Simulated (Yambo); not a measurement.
Yambo run on Rb$_{2}$NaScCl$_{6}$ (space group Fm-3m, No. 225). The wavefunctions come from this Quantum ESPRESSO step (LDA, PseudoDojo standard norm-conserving files, scalar-relativistic):

```
&CONTROL
  calculation = 'nscf'
  pseudo_dir = './pseudo'
  outdir = './out'
/
&SYSTEM
  ibrav = 0
  nat = 10
  ntyp = 4
  ecutwfc = 88.0
  ecutrho = 352.0
  occupations = 'fixed'
  force_symmorphic = .true.
  nbnd = 396
/
&ELECTRONS
  conv_thr = 1e-08
  diago_full_acc = .true.
  diago_thr_init = 1e-08
/
ATOMIC_SPECIES
Na 22.9898 Na.upf
Cl 35.4500 Cl.upf
Sc 44.9559 Sc.upf
Rb 85.4678 Rb.upf
CELL_PARAMETERS angstrom
  0.000000000000   5.190680000000   5.190680000000
  5.190680000000   0.000000000000   5.190680000000
  5.190680000000   5.190680000000   0.000000000000
ATOMIC_POSITIONS crystal
Na   0.500000000000   0.500000000000   0.500000000000
Cl   0.760580000000   0.239420000000   0.239420000000
Cl   0.239420000000   0.760580000000   0.760580000000
Cl   0.239420000000   0.760580000000   0.239420000000
Cl   0.760580000000   0.239420000000   0.760580000000
Cl   0.239420000000   0.239420000000   0.760580000000
Cl   0.760580000000   0.760580000000   0.239420000000
Sc   0.000000000000   0.000000000000   0.000000000000
Rb   0.750000000000   0.750000000000   0.750000000000
Rb   0.250000000000   0.250000000000   0.250000000000
K_POINTS automatic
2 2 2 0 0 0
```

Yambo input:

```
rim_cut
gw0
dyson
el_el_corr
HF_and_locXC
ppa
em1d
RandQpts= 1000000
RandGvec= 1 Ry
EXXRLvcs= 88 Ry
VXCRLvcs= 352 Ry
Chimod= "HARTREE"
% BndsRnXp
 3 | 394 |
%
NGsBlkXp= 7 Ry
% LongDrXp
 1.0 | 1.0 | 1.0 |
%
PPAPntXp= 27.2114 eV
% GbndRnge
 1 | 394 |
%
GTermKind= "BG"
DysSolver= "n"
ExtendOut
% QPkrange
 1 | 1 | 40 | 41 |
 2 | 2 | 40 | 41 |
 3 | 3 | 40 | 41 |
%
```

k points by index: 1 = Γ, 2 = L, 3 = X.

Resulting energies as the program prints them:

```
#    K-point    Band    Eo [eV]    E [eV]    E-Eo [eV]    Vxc [eV]    Vnlxc [eV]    Sc|Eo [eV]    Sc|E [eV]    dSc/dw|Eo [eV]    Re(Z)    Im(Z)
#
    1    40    0.000000    -1.717120    -1.717120    -14.36257    -18.76702    2.266000    2.687328    -6.676332    0.802984    -0.001375
    1    41    3.769855    5.679090    1.909236    -16.30540    -8.818013    -5.032123    -5.578150    -7.780824    0.777633    -0.002476
    2    40    -0.246300    -1.984450    -1.738150    -14.08644    -18.55085    2.299165    2.726264    -6.685879    0.802758    -0.001408
    2    41    3.850557    5.765496    1.914938    -16.46331    -8.894485    -5.098323    -5.653883    -7.892985    0.775148    -0.002589
    3    40    -0.017510    -1.729535    -1.712024    -14.32699    -18.72122    2.262551    2.682209    -6.669655    0.803143    -0.001377
    3    41    3.775509    5.711338    1.935829    -16.40837    -8.802340    -5.111921    -5.670205    -7.846171    0.776184    -0.002515
```
(The two width columns are left out.) Convergence of these settings isn't established.

Geometry of the Materials Project entry, not relaxed at this level.

The structure is a Materials Project entry; no match was found in the copy of COD used, and its stability was not checked.
